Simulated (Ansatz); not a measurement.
Relaxing a structure of VSi2

The start is a generated trial cell of VSi2 in the CrSi2 structure type. Cell shape, volume and atoms are optimised at zero target pressure with PBE (plane waves to 420 eV, PAW, scalar-relativistic; Ansatz, a quantum-chemistry and plane-wave program). The first steps use a coarse 6×6×4 k-mesh.

Input geometry:
```
VSi2
1.0
    4.46493     0.00000     0.00000
   -2.23246     3.86674     0.00000
    0.00000     0.00000     6.42177
V Si
3 6
Direct
  0.50000   0.00000   0.00000
  0.50000   0.50000   0.33333
  0.00000   0.50000   0.66667
  0.16559   0.33118   0.00000
  0.83441   0.16559   0.33333
  0.66882   0.83441   0.66667
  0.83441   0.66882   0.00000
  0.16559   0.83441   0.33333
  0.33118   0.16559   0.66667
```
Spin-polarised start, with parallel moments on V.

Question: How large is the pressure on the unrelaxed cell, and of which sign?

Answer: +6 GPa (positive: the cell is compressed).

Question: How much energy is released per atom?

Answer: 0.02 eV/atom.

Question: How does the volume per atom move from start to end?

Answer: +3.7 %, from 12.32 to 12.77 Å³/atom.

Question: How do the shortest distances between atoms change?

Answer: The closest pairs of elements (up to four, under 3.6 Å), start → end: Si–Si 2.49 → 2.48 Å; Si–V 2.50 → 2.51 Å; V–V 3.09 → 3.12 Å.

Question: What band gap does the relaxed structure have at this level?

Answer: No gap (metallic).

Question: Give the final cell and atomic positions.

Answer: 
```cif
data_Si6V3
_chemical_formula_sum 'V3 Si6'
_space_group_name_H-M_alt 'P6222'
_space_group_IT_number 180
_space_group_name_Hall 'P 62 2 (0 0 4)'
_cell_length_a 4.56609
_cell_length_b 4.56609
_cell_length_c 6.36618
_cell_angle_alpha 90.000
_cell_angle_beta 90.000
_cell_angle_gamma 120.000
loop_
_atom_site_label
_atom_site_type_symbol
_atom_site_symmetry_multiplicity
_atom_site_Wyckoff_symbol
_atom_site_fract_x
_atom_site_fract_y
_atom_site_fract_z
_atom_site_occupancy
V1 V 3 c 0.50000 0.00000 0.00000 1
Si1 Si 6 i 0.16284 0.32568 0.00000 1
```

The space group stays P6₂22 (No. 180) (the run could not lower it); the end is AFLOW prototype AB2_hP9_180_d_j (C40, as in CrSi2), with 9 atoms in the primitive cell. Final values are on a 12×12×8 k-mesh of the relaxed cell. No spin polarisation in the result: the starting moments vanished. The relaxed primitive cell holds an odd number of electrons. A magnetic state may lie lower.

The run could not lose the symmetry of its start.

The first start was generated by placing the elements on the sites of a structure type. Materials Project lists a structure of VSi2 in the same space group, P6₂22 (No. 180); the sites were not compared with it, nor with measured phases.
